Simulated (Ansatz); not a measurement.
Given:

InP (zinc blende)

```xyz
4
Lattice="0.0000 5.9595 5.9595 2.9798 0.0000 2.9798 2.9798 2.9798 0.0000" Properties=species:S:1:pos:R:3 pbc="T T T"
P      4.4696     4.4696     4.4696
P      4.4696     7.4494     7.4494
In     0.0000     0.0000     0.0000
In     2.9798     2.9798     5.9595
```

A phonon eigenvector at L = (0.5, 0.0, 0.0) is frozen into this cell: atom i moves by Q times the vector below, so Q is the largest atomic displacement, in Å. The cell is held. (q is in reciprocal vectors of the primitive cell; the cell shown is doubled to hold the pattern.)

| atom | x | y | z |
|---|---|---|---|
| P1 | -0.134 | 0.134 | 0.134 |
| P2 | 0.134 | -0.134 | -0.134 |
| In3 | -0.577 | 0.577 | 0.577 |
| In4 | 0.577 | -0.577 | -0.577 |

The numbers are results of PBE (plane waves to 420 eV, PAW, scalar-relativistic; Ansatz, a first-principles code), not measurements. k mesh 5×10×10 (Γ-centred), Fermi-Dirac smearing 0.05 eV. E stands for the smeared free energy. InP was relaxed with its symmetry unable to fall. The zero of ΔE is the undisplaced structure.

The scan covers Q from -0.100 to 0.100 Å in 13 points.

Question: Which space group does the distorted structure have?

Answer: R3m (No. 160), lowered from F-43m.

Question: What is the energy change at Q = 0.100 Å?

Answer: 106.5 meV/cell.

Question: What harmonic wavenumber does the curvature at Q = 0 give?

Answer: 158 cm⁻¹.

(For displaced atoms, the force is minus the slope of the energy, and its curvature is a force constant, which sets phonon frequencies.)
